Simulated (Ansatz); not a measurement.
SrZrO₃:
```xyz
5
Lattice="4.0734 0.0000 0.0000 0.0000 4.0734 0.0000 0.0000 0.0000 4.1633" Properties=species:S:1:pos:R:3 pbc="T T T"
Sr     2.0367     2.0367     2.3159
Zr     0.0000     0.0000     0.0231
O      0.0000     0.0000     2.0126
O      2.0367     0.0000     3.9526
O      0.0000     2.0367     3.9526
```

Relaxed with LDA. Special points in fractions of this cell's reciprocal vectors: Γ (0.000, 0.000, 0.000); X (0.000, 0.500, 0.000); M (0.500, 0.500, 0.000); Z (0.000, 0.000, 0.500); R (0.000, 0.500, 0.500); A (0.500, 0.500, 0.500).

Q: List the band energies nearest the valence-band maximum at these points for LDA (plane waves, PAW; program Ansatz).

A: In eV from the valence-band maximum; about four levels below and three above (degenerate sets whole), none deeper than 8.9 eV; points with the same levels are listed once.

```csv
k,below,above
Γ,-1.12 -1.12 -0.50 -0.50 -0.25,3.37 4.03 4.03
X,-1.80 -1.53 -0.71 -0.36,4.35 5.40 5.78
M,-1.35 -1.35 -0.57 -0.22,5.88 5.88 6.84
Z,-1.81 -1.81 -0.30 -0.30,3.76 6.22 6.22
R,-1.52 -1.43 -0.55 0.00,5.98 6.25 6.52
A,-3.32 -3.32 -0.16 -0.01 -0.01,6.33 6.33 6.57
```

Space group P4mm. The first step of the workflow began from a Materials Project structure, measured or hypothetical; the Crystallography Open Database copy checked does not list it. COD files the formula under space group No. 62, 63, 221, so this cell is another polymorph or a model. Whether it is the stable phase at ambient conditions was not checked. Symmetry was held in the LDA relaxation. At this level the phase is dynamically unstable (imaginary phonons). The run is not spin-polarised. Scalar-relativistic: spin–orbit coupling is off unless named, which matters more the heavier the elements.

Potentials: the later of the program's two PAW sets.
